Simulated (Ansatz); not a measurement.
Cu (fcc (Cu type)), relaxed with r²SCAN (Ansatz, an electronic-structure program, plane waves, PAW): a = 3.579 Å, b = 3.579 Å, c = 3.579 Å, α = 90.00°, β = 90.00°, γ = 90.00°.

- B₀ by P(V) fit (GPa): 163
- K_Hill (GPa): 163
- G_Hill (GPa): 57.7
- Θ_D (K): 371

The same phase is relaxed and computed with PBEsol in the same code. What are the cell and these values now?

a = b = c = 3.563 Å, α = β = γ = 90.00°.

- B₀ by P(V) fit (GPa): 168
- K_Hill (GPa): 168
- G_Hill (GPa): 60.3
- Θ_D (K): 379

All cells were relaxed under the symmetry of their starts (and spin orders); stability against distortions was not tested throughout. Named crystals with no word on spin ran without spin polarisation.

Potentials: the earlier of the program's two PAW sets. The files were generated under PBE; for other functionals the program regenerates the frozen cores, and for LDA and PBEsol the local potential too.

Ansatz is a plane-wave DFT program.
